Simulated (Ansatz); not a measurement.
**Relaxing arsenic (fcc)**

Method: DFT, LDA (PW92), plane waves (420 eV) with PAW, scalar-relativistic in Ansatz 0.2.0. The PAW files were generated under PBE, with cores re-solved for the functional.

k-point mesh 13×13×13, Fermi-Dirac smearing 0.1 eV, no spin polarisation. Cell and atoms relax.

Starting structure:

```yaml
crystal:
  lattice:
    - [0.0, 2.0916114635, 2.0916114635]
    - [2.0916114635, 0.0, 2.0916114635]
    - [2.0916114635, 2.0916114635, 0.0]
  atoms:
    - { symbol: As, position: [0.0, 0.0, 0.0] }
hamiltonian:
  xc: lda
  pseudopotentials:
    kind: paw
    azcp:
      As: "pseudopotentials/As.paw.azcp"
basis:
  ecutwfc: 420
  fft_grid_basis: typed
kpoints:
  mp_grid: { grid: [13, 13, 13], shift: [0, 0, 0] }
magnetization:
  spin_polarized: false
scf:
  occupations: { method: fermi_dirac, width: 0.1 }
relax:
  max_steps: 60
  f_tol: 0.01
  cell: {}
output:
  write_density: true
  write_potential: true
  elf: true
  volumetric_format: npy
```

Q: What cell does the relaxation end in?

A: Fm-3m with a = 4.171 Å; 18.15 Å³ per atom against 18.30 at the start (-0.8 %).

Q: How much energy does the relaxation gain?

A: 0.4 meV per atom.
